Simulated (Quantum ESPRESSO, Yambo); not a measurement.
A free-standing MoS2 monolayer (symmetry P-6m2, slab cell 16.1 Å high) under biaxial strain (in the plane), counted from the cell relaxed with PBEsol, atoms relaxed at each step. PBEsol (pw.x of Quantum ESPRESSO, ONCV potentials, no spin-orbit coupling); G0W0 in Yambo (6×6×1 Γ-centred k mesh, bands 2 to 131 and a 8 Ry block in the screening, 131 bands in G with the Bruneval-Gonze terminator, plasmon pole fitted at 27.2 eV, slab-truncated Coulomb interaction, stochastic integration of W near q = 0).

```
strain (%)  PBEsol gap (eV)      kind  G0W0 direct gap (eV)
----------  ---------------  --------  --------------------
-3                     1.77  indirect             3.05 at K
-1.5             (withheld)  indirect            (withheld)
0                      1.81    direct             2.62 at K
+1.5                   1.50  indirect             2.43 at K
+3                     1.16  indirect             2.24 at K
+5                     0.76  indirect             2.03 at K
```

**Question.** Estimate the withheld gaps from the other strains; the computed values follow.

**Answer.** 
- -1.5, PBEsol gap (eV): 1.87
- -1.5, G0W0 direct gap (eV): 2.83 at K

Between -1.5 % and +0 % the PBEsol gap turns from indirect to direct; between +0 % and +1.5 % the PBEsol gap turns from direct to indirect. GW, BSE and RPA settings are held fixed; their convergence isn't established. Strains are linear. The screening block changes size along the series (369 vectors at -3 %, 369 vectors at -1.5 %, 381 vectors at +0 %, 383 vectors at +1.5 %, 383 vectors at +3 %, 393 vectors at +5 %), which puts steps into the G0W0 values. Spin-orbit splittings are left out.
